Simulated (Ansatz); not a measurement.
One crystal and one scan (energy against volume) at two levels, r2SCAN (plane waves to 500 eV, PAW, scalar-relativistic; Ansatz, a program for electronic structure) and PBE (plane waves to 420 eV, PAW, scalar-relativistic; Ansatz), each from its own relaxed cell and on its own mesh. The cell shown is that of r2SCAN.

BN (wurtzite)

```xyz
4
Lattice="2.5440 0.0000 0.0000 -1.2720 2.2031 0.0000 0.0000 0.0000 4.2077" Properties=species:S:1:pos:R:3 pbc="T T T"
B      1.2720     0.7344     4.2073
B      0.0000     1.4688     2.1034
N      1.2720     0.7344     2.6311
N      0.0000     1.4688     0.5272
```

This relaxed cell (volume V₀) is scaled evenly in all directions, its shape held. The atoms relax within the cell's symmetry.

The energy includes the smearing's −TS. BN was relaxed with its symmetry unable to fall. With the shape held, the modulus is that of even scaling; a crystal free to change shape is softer. Percentages come from the unrounded values. Both scans cover V/V₀ from 0.940 to 1.060.

Results of r2SCAN:

Lattice constant a (Å): 2.544
Lattice constant c (Å): 4.208
Relaxed volume (Å³/atom): 5.90
Pressure at the smallest volume (GPa): 27.1
Energy cost of the largest compression (meV/atom): 28.5
Energy cost of the largest expansion (meV/atom): 23.7
Bulk modulus at fixed cell shape B₀ (third-order Birch-Murnaghan fit) (GPa): 391.5
Pressure for 5 % compression (fit) (GPa): 22.1

Q: Estimate the PBE values.

A: 
```csv
quantity,PBE,r2SCAN − PBE
Lattice constant a (Å),2.555,-0.011 (-0.4 %)
Lattice constant c (Å),4.225,-0.017 (-0.4 %)
Relaxed volume (Å³/atom),5.97,-0.07 (-1.2 %)
Pressure at the smallest volume (GPa),25.7,+1.4 (+5 %)
Energy cost of the largest compression (meV/atom),27.4,+1.1 (+4 %)
Energy cost of the largest expansion (meV/atom),22.7,+1.0 (+4 %)
Bulk modulus at fixed cell shape B₀ (third-order Birch-Murnaghan fit) (GPa),371.1,+20.4 (+5.5 %)
Pressure for 5 % compression (fit) (GPa),20.9,+1.2 (+5 %)
```

r2SCAN gives the higher value for: pressure at the smallest volume; energy cost of the largest compression; energy cost of the largest expansion; bulk modulus at fixed cell shape B₀; pressure for 5 % compression. r2SCAN gives the lower value for: lattice constant a; lattice constant c; relaxed volume. Neither level is exact: the differences show how much the result hangs on the functional.

(Under strain, the slope of the energy per volume gives the stress and its curvature an elastic modulus.)
